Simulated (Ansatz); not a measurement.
## CuAu: do energies and stresses tell the same story?

Computed with Ansatz 0.2.0, DFT PBEsol, scalar-relativistic, plane waves, PAW.

Cutoff 420 eV; k points 14×14×12 on the computed 2-atom cell (Γ-centred); Gaussian smearing, width 0.10 eV; no spin polarisation.

Relaxed cell: P4/mmm, a = 2.834 Å, b = 2.834 Å, c = 3.538 Å, α = 90.00°, β = 90.00°, γ = 90.00°, 2 atoms in the primitive cell. Whether it is the stable form of this composition wasn't checked.

Energies at zero smearing and pressures from the stress tensor, at volumes with shape and atoms relaxed:
```csv
V (Å³/atom),E − E(first) (meV/atom),P (GPa)
12.506,0.00,30.68
12.933,-67.87,20.68
13.359,-111.52,12.46
13.786,-135.35,5.66
14.212,-142.68,0.00
14.638,-136.25,-4.70
15.065,-118.44,-8.54
15.633,-80.52,-12.64
```

Q: Check P = −dE/dV between neighbouring volumes, and get the bulk modulus from the pressures alone.

A: With 1 eV/Å³ = 160.2 GPa:
```csv
middle V (Å³/atom),−ΔE/ΔV (GPa),mean P (GPa)
12.720,25.506,25.677
13.146,16.402,16.566
13.572,8.956,9.056
13.999,2.752,2.829
14.425,-2.416,-2.348
14.851,-6.692,-6.620
15.349,-10.689,-10.593
```

The two differ by 0.17 GPa at most. The mean of two end pressures misses the average over a step by about ΔV² P″/12, up to 0.16 GPa here; with that taken off 0.04 GPa remains. The stress is the derivative of the free energy, not of the energy at zero smearing, and with free energies 0.02 GPa remains. Around V = 14.212 Å³/atom, the two neighbours give B = −V ΔP/ΔV = 14.212 × 10.35 / 0.853 = 172.6 GPa, against B0 = 171.0 GPa from the Birch–Murnaghan fit of the energies.

Spin–orbit coupling is left out, which can shift energies with elements as heavy as these.

Cost: 9 runs of about 5.5 core-minutes in all, on Arm Neoverse V2 (shared hosts).